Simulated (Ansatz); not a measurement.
Crystals of one structure type (zinc blende) and one family of elements, relaxed and computed with r²SCAN (plane waves, PAW; program Ansatz).

```csv
crystal,K_Hill (GPa),G_Hill (GPa)
GaSb,53.6,34.8
InAs,57.8,28.7
GaAs,72.4,?
GaP,87.8,57.9
BAs,141,137
BP,169,174
BN,392,404
```

**Question.** Fit a straight line to ln G against ln K and predict the withheld value.

**Answer.** Least squares on the 6 shown rows: ln G = 1.35 × ln K + (-1.919), with a scatter of 14 %. For GaAs this gives 47.6. The run itself gave 47.8, within the scatter.

All cells were relaxed under the symmetry of their starts (and spin orders); stability against distortions was not tested throughout. Scalar-relativistic: spin–orbit coupling is off unless named, which matters more the heavier the elements.

Potentials: the later of the program's two PAW sets.
